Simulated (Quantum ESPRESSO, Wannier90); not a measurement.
**CaSe (rock salt): Wannier90 run**

```
CELL_PARAMETERS angstrom
      0.00000     2.97024     2.97024
      2.97024     0.00000     2.97024
      2.97024     2.97024     0.00000
ATOMIC_POSITIONS crystal
  Ca 0.00000 0.00000 0.00000
  Se 0.50000 0.50000 0.50000
```

Materials Project entry mp-1415; symmetrised, unrelaxed at this level. COD (Crystallography Open Database) has an entry of this formula and space group (matched by these alone). Method: PBEsol plane waves in Quantum ESPRESSO 7.5 (PseudoDojo norm-conserving files, 69 Ry, no spin polarisation, no spin-orbit coupling), Bloch states on a 10×10×10 mesh through Γ, Wannier90 4.0.1. Density: 10×10×10 mesh, cold smearing 0.01 Ry. Spin-orbit coupling, left out, would split the p-like bands by a few tenths of an eV.

Base run: 10 functions from bands 10-27 of the 27 computed, start hydrogen-like Ca: s;d; Se: s;p, frozen window up to 3.47 eV relative to the valence-band maximum, outer window open. Its settings: num_cg_steps = 5, trial_step = 2 and dis_mix_ratio = 0.5 (the program's defaults), conv_tol = 1.0e-6 over 4 steps, num_iter = 800, dis_conv_tol = 1.0e-6, dis_num_iter = 1000. One of them is changed at a time.

```tsv
run	disentanglement steps	localisation steps	Ω_I (Å²)	Ω_total (Å²)	ended
base	157	28	16.578	19.325	converged
fixed_step = 2.0	157	800	16.578	19.422	step limit
fixed_step = 0.5	157	800	16.578	19.466	step limit
dis_num_iter = 20	20	28	16.746	19.456	step limit
```
